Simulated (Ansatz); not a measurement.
Trigonal deformation path in BiTe

Computed with DFT r2SCAN, scalar-relativistic, plane waves, PAW (Ansatz 0.2.0). The runs took a 500 eV cutoff, a Γ-centred 14×14×14 mesh and Gaussian smearing (0.15 eV). Spin–orbit coupling is left out, which can shift energies with elements as heavy as these. No spin polarisation. Energies are free energies at this smearing, counted from the undisturbed cell; pressure is positive in compression.

The undisturbed cell (as given, not relaxed at this level; it stands at 0.0 GPa, and it needn't be the usual structure):

```yaml
crystal:
  lattice:
    - [0.00000, 3.23500, 3.23500]
    - [3.23500, 0.00000, 3.23500]
    - [3.23500, 3.23500, 0.00000]
  atoms:
    - { symbol: Bi, position: [0.00000, 0.00000, 0.00000] }
    - { symbol: Te, position: [0.50000, 0.50000, 0.50000] }
```

At fixed volume and fractional coordinates, lengths along (0.577, 0.577, 0.577) are scaled against those across it; ρ is that ratio over its starting value. The cell is metallic on the mesh throughout. At ρ = 0.500 the cell becomes cubic (Pm-3m), and there the slope of the energy vanishes by symmetry.

(ρ, ΔE (meV/atom)): (0.500, 244.2), (0.600, 190.4), (0.710, 56.5), (0.850, -2.5), (0.930, 0.0), (1.000, 0.0), (1.080, 0.7), (1.200, 3.0), (1.410, 80.6), (1.700, 338.0), (2.000, 481.4)